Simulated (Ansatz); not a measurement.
Method: Ansatz 0.2.0, DFT, r2SCAN, plane waves (500 eV) with PAW, scalar-relativistic. The PAW files were generated under PBE, with cores re-solved for the functional.

An element in the simple cubic structure gives this curve. The cell is scaled uniformly from the relaxed one, with fractional coordinates and shape fixed. Energies are extrapolated to zero smearing, pressures are those at the given smearing. Magnetic state: spin not included.

| V (Å³/atom) | E − E₀ (meV/atom) | P (GPa) |
| --- | --- | --- |
| 13.609 | 210.5 | 41.46 |
| 14.228 | 85.8 | 24.52 |
| 14.846 | 19.6 | 11.03 |
| 15.465 | 0.0 | 0.28 |
| 16.084 | 17.5 | -8.28 |
| 16.702 | 64.5 | -15.07 |
| 17.321 | 134.8 | -20.44 |

Which element is it?
A. silicon
B. manganese
C. ruthenium
D. rhenium

C. Its fit is V₀ = 15.46 Å³/atom, B₀ = 239 GPa, B₀′ = 4.7.
